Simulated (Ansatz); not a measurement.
The elements of this relaxed trial crystal are hidden behind letters.

```
lattice vectors (Å)
   2.8353    0.0000    0.0000
   0.0000    2.8353    0.0000
   0.0000    0.0000    9.2787
fractional positions
X 0.5000 0.5000 0.6997
X 0.5000 0.5000 0.3003
Z 0.0000 0.0000 0.0000
Q 0.0000 0.0000 0.7819
Q 0.0000 0.0000 0.2181
Q 0.5000 0.5000 0.5000
```

Level of theory: DFT PBE, scalar-relativistic, plane waves, PAW (Ansatz 0.2.0). Cutoff 420 eV, Γ-centred 14×14×4 mesh (6-atom cell), Gaussian smearing of 0.10 eV, no spin polarisation.

```
Space group                                : P4/mmm (No. 123)
Conventional cell                          : a = 2.835 Å, c = 9.279 Å
Volume per atom                            : 12.43 Å³
Density                                    : 5.60 g/cm³
Energy over the elements                   : −0.75 eV/atom
Gap on the 14×14×4 mesh of the 6-atom cell : 0 eV (a metal)
```

Energies are uncorrected and count from the elements' standard states at the same level.

Q: X is a d-block element of period 4, Z is a p-block element of period 4 and Q is a p-block element of period 2. Which elements are they?

A: X = Zn, Z = Ge, Q = O, so the formula is Zn2GeO3. Density times volume gives a mean mass of 5.60 × 12.43/1.6605 = 41.9 u per atom, and this set has 41.9 u. Around Zn lie 1 O at 1.85 Å and 4 O at 2.15 Å; Ge is surrounded by 2 O at 2.02 Å; around O on a site of symmetry 4mm lie 1 Ge at 2.02 Å and 4 Zn at 2.15 Å; 1 more site not described. Other sets within the hints have nearly the same mass, so mass alone doesn't settle it; this one was computed.

Symmetry constrained the relaxation, so the result can be a saddle point. Another cell of Zn2GeO3 relaxed alike, in P-4m2, lies 136 meV/atom lower, so this cell isn't the stable form at this level.
